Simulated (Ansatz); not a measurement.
## Does relaxation matter for the field gradients of KBr with Ba replacing K?

Start: a supercell of KBr (rock salt type, Fm-3m) built from an entry of the Crystallography Open Database (COD), with all atoms left at the host's positions.

```cif
data_K26BaBr27
_symmetry_space_group_name_H-M 'Fm-3m'
_symmetry_Int_Tables_number 225
_cell_length_a 19.8000
_cell_length_b 19.8000
_cell_length_c 19.8000
_cell_angle_alpha 90.000
_cell_angle_beta 90.000
_cell_angle_gamma 90.000
loop_
_atom_site_label
_atom_site_type_symbol
_atom_site_symmetry_multiplicity
_atom_site_Wyckoff_symbol
_atom_site_fract_x
_atom_site_fract_y
_atom_site_fract_z
Ba Ba 4 a 0.0000 0.0000 0.0000
K2 K 48 h 0.1667 0.1667 0.0000
K5 K 32 f 0.3333 0.1667 0.1667
K15 K 24 e 0.5000 0.5000 0.3333
Br28 Br 32 f 0.1667 0.1667 0.1667
Br30 Br 24 e 0.5000 0.5000 0.1667
Br32 Br 48 i 0.5000 0.3333 0.3333
Br41 Br 4 b 0.5000 0.5000 0.5000
```

One atom of each set is listed; the run and its k-mesh use a cell of 54 atoms with edges of 14.00, 14.00, 14.00 Å.

Level of theory: DFT, PBE, plane waves and PAW, scalar-relativistic, collinear spin, 420 eV cutoff, Γ-centred 2×2×2 k-points, Fermi–Dirac smearing 0.01 eV (Ansatz 0.2.0). Start moments as typed (μB): 1 on each Ba, none on the rest.

The largest force at the start is 0.23 eV/Å. Relaxing the ions at fixed cell moves them by 0.072 Å at most (atom 36, Br) and 0.043 Å rms.

```
site  moved (Å)             first shell before                   first shell after  V_zz before (10²¹ V/m²)  η before
  Ba      0.000                 6 Br at 3.30 Å                      6 Br at 3.23 Å                     0.00         –
  K2      0.070                 6 Br at 3.30 Å                 6 Br at 3.27–3.35 Å                    -0.22      0.04
 K15      0.017                 6 Br at 3.30 Å                 6 Br at 3.28–3.39 Å                     0.28      0.00
Br28      0.015                  6 K at 3.30 Å                  6 K at 3.29–3.30 Å                     0.39      0.00
Br30      0.072  5 K at 3.30 Å, 1 Ba at 3.30 Å  1 Ba at 3.23 Å, 5 K at 3.35–3.39 Å                     3.05      0.00
Br32      0.024                  6 K at 3.30 Å                  6 K at 3.27–3.30 Å                     0.55      0.45
```

Q: How do the gradients change?

A: 

```csv
site,V_zz after,η after,change of V_zz
Ba,0.00,–,0.00
K2,-0.26,0.18,-0.04
K15,0.44,0.00,+0.16
Br28,-0.16,0.00,-0.55
Br30,2.33,0.00,-0.72
Br32,-0.23,0.54,–
```

The largest change of V_zz along a kept axis is on Br30, from 3.05 to 2.33. In per cent, |V_zz| changes by -24 on Br (all sites that start above 2). V_zz changes sign on Br28 (same axis). On Br32 the largest principal value lies along another axis in the second run, so the two V_zz can't be compared directly. Other sites with |V_zz| of 0.02 or less aren't listed.

The defect repeats with the cell of 54 atoms, so it feels its images: sites between two images don't show the values beside a lone defect, and zeros or small values of η there can come from the images' arrangement. The defect cell has no gap above 0.1 eV on its mesh, so the values can hang on the smearing and the k-mesh. Without spin–orbit coupling (the program notes it for Ba) the gradients can shift somewhat, as the gap is small. The start moments die out, and the run ends without spin.
Before: The neighbours have not yet relaxed around the defect (largest force 0.23 eV/Å), so a real crystal will differ.
After: The relaxation keeps the site symmetry m-3m of the start, so the impurity can't leave its site; a distortion that would localise the partly filled state isn't explored.
